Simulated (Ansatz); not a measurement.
Relaxed NiSi₂ (fluorite type, space group Fm-3m):

```xyz
3
Lattice="0.0000 2.6949 2.6949 2.6949 0.0000 2.6949 2.6949 2.6949 0.0000" Properties=species:S:1:pos:R:3 pbc="T T T"
Ni     0.0000     0.0000     0.0000
Si     1.3474     1.3474     1.3474
Si     4.0423     4.0423     4.0423
```

In this cell atom 3 (Si, nearest neighbour Ni at 2.334 Å; its periodic images, 3.8 Å or more away, move with it) is moved by s towards the nearest neighbour, unit vector (0.577, 0.577, 0.577); all other atoms and the cell stay fixed.

Level of theory: PBEsol (plane waves to 420 eV, PAW, scalar-relativistic; Ansatz, a quantum-chemistry and plane-wave program). k mesh 12×12×12 (Γ-centred), Fermi-Dirac smearing 0.05 eV. Energies are smeared free energies. With partly filled bands, energies and forces of such displacements shift with the k mesh and the smearing. On this mesh the relaxed cell isn't quite at rest: it carries a pressure of -0.1 GPa (compression positive) at the zero of the scan. NiSi2 is run without spin polarisation. NiSi2 was relaxed with its symmetry unable to fall. The PAW data are Ansatz's earlier set. The zero of ΔE is the undisplaced structure. The last digit holds for this mesh only.

```tsv
s (Å)	ΔE (meV/cell)
-0.230	184.7
-0.184	121.8
-0.138	70.4
-0.092	32.2
-0.046	8.3
0.000	0.0
0.046	8.9
0.092	37.0
0.138	86.8
0.184	161.5
0.230	264.4
```

Q: What force constant k = d²E/ds² at s = 0 does the table give?

A: 8.1 eV/Å². It is the second difference of the nearest points, corrected with the next pair.

Q: With k = 8.08 eV/Å² from the forces, is the well harmonic out to s = 0.230 Å?

A: ½ks² = 214 meV/cell against the computed 264 meV/cell, so the well is stiffer than harmonic there.

(A displaced cell: forces are minus the slopes of the energy, force constants its curvatures, and phonons follow from these.)
